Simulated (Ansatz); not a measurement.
# Cu2SO4: Field gradients at the nuclei

The cell is a Materials Project structure (computed, not necessarily an observed phase), taken as it stands.

Space group Fddd:1 (No. 70); a = 4.6060, b = 10.8710, c = 15.0136 Å.

| site | Wyckoff | site symmetry | x | y | z |
| --- | --- | --- | --- | --- | --- |
| Cu | 16g | ..2 | 0.2500 | 0.2500 | 0.4483 |
| S | 8b | 222 | 0.7500 | 0.7500 | 0.7500 |
| O | 32h | 1 | 0.9348 | 0.8283 | 0.8091 |

One atom of each set is listed; the run and its k-mesh use a cell of 14 atoms with edges of 9.27, 7.85, 5.90 Å.

The numbers come from a DFT calculation in Ansatz (PBE, plane waves and PAW, scalar-relativistic, 420 eV cutoff, Γ-centred 6×6×6 k-points, Fermi–Dirac smearing 0.02 eV).

Conventions: |V_zz| ≥ |V_yy| ≥ |V_xx|, η = (V_xx − V_yy)/V_zz, C_Q = eQV_zz/h.

Cu-63: I = 3/2, Q = -220.0 mb; S-33: I = 3/2, Q = -69.40 mb; ¹⁷O: I = 5/2, Q = -25.58 mb. Quadrupole moments are those of Pyykkö's year-2017 table.

Question: What field gradients does the calculation give at each kind of site?

Answer: 

```csv
site,atoms,first shell,V_zz (10²¹ V/m²),η,C_Q (MHz)
Cu,4,"2 O at 1.89 Å, angle 173°; also 2 O at 2.68 Å",-3.17,0.54,16.9
S,2,4 O at 1.50 Å,-1.32,0.48,2.22
O,8,"1 S at 1.50 Å, 1 Cu at 1.89 Å, angle 128°; also 1 Cu at 2.68 Å",14.30,0.33,-8.85
```

At Cu V_zz points along the line of its two bonds (within 4°). At O V_zz points along the shorter of its two bonds, to S (within 7°).

Semilocal functionals underestimate gradients at Cu(I) with two or three neighbours, in Cu₂O by a fifth to nearly a half.
